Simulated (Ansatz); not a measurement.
TiGa2:
```
CELL_PARAMETERS angstrom
      0.00000     3.95724     4.60633
      2.65143     0.00000     4.60633
      2.65143     3.95724     0.00000
ATOMIC_POSITIONS crystal
  Ga 0.08713 0.41287 0.08713
  Ga 0.41287 0.08713 0.41287
  Ga 0.16287 0.83713 0.16287
  Ga 0.83713 0.16287 0.83713
  Ti 0.75000 0.75000 0.75000
  Ti 0.50000 0.50000 0.50000
```

Relaxed with r²SCAN.

Q: Tabulate the valence density and the electron localisation function along the shortest Ga–Ga contact (2.58 Å), DFT-r²SCAN in the program Ansatz with PAW potentials.

A: 

| distance from Ga (Å) | density (e/Å³) | ELF |
|---|---|---|
| 0.26 | 25.16 | 0.02 |
| 0.39 | 10.65 | 0.04 |
| 0.52 | 3.80 | 0.09 |
| 0.64 | 1.47 | 0.17 |
| 0.77 | 0.76 | 0.24 |
| 0.90 | 0.49 | 0.27 |
| 1.03 | 0.36 | 0.31 |
| 1.16 | 0.31 | 0.39 |
| 1.29 | 0.30 | 0.44 |
| 1.42 | 0.31 | 0.39 |
| 1.55 | 0.36 | 0.31 |
| 1.68 | 0.49 | 0.27 |
| 1.80 | 0.76 | 0.24 |
| 1.93 | 1.47 | 0.17 |
| 2.06 | 3.80 | 0.09 |
| 2.19 | 10.66 | 0.04 |
| 2.32 | 25.12 | 0.03 |

The density is the valence pseudo-density with augmentation charge, so density and ELF within about 1 Å of a nucleus are not all-electron values.

Space group Fddd. The start of the workflow was typed in or built on a structure type; neither database checked (COD, Materials Project) lists it. Its standing as an ambient phase is unchecked. The r²SCAN relaxation kept the symmetry of its start; whether a distortion lowers the energy is not shown. No spin polarisation was allowed.

Potentials: the later of the program's two PAW sets.
